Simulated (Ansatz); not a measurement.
ScCo (CsCl type, Pm-3m), PBEsol (plane waves, PAW; program Ansatz), all energies at zero smearing, with the estimated change up to a 700 eV cutoff added, with one set of potentials and settings (totals compare only within such a set). Cell of 2 atoms (1 Sc, 1 Co): -7205.094 eV.

| element | reference phase | E (eV/atom) |
|---|---|---|
| Sc | P6_3/mmc, 2 atoms in the cell | -2111.3699 |
| Co | P6_3/mmc, 2 atoms in the cell, spin-polarised | -5092.9959 |

Formation energy per atom, worked out: (-7205.094 − 1×(-2111.3699) − 1×(-5092.9959))/2 = -0.364 eV/atom (-35 kJ per mol of atoms), at 0 K, without zero-point energy or fitted corrections.

The workflow started from a Materials Project entry (that database holds measured and hypothetical structures alike); the Crystallography Open Database files this formula in space group No. 221, but the cells were not matched. Its standing as an ambient phase is unchecked. The PBEsol relaxation kept the symmetry of its start; of distortions, only those at the zone centre were tested. The workflow began spin-polarised and lost its moments. The references are the lowest solids computed at this level, not always the standard phases.

Potentials: the later of the program's two PAW sets.
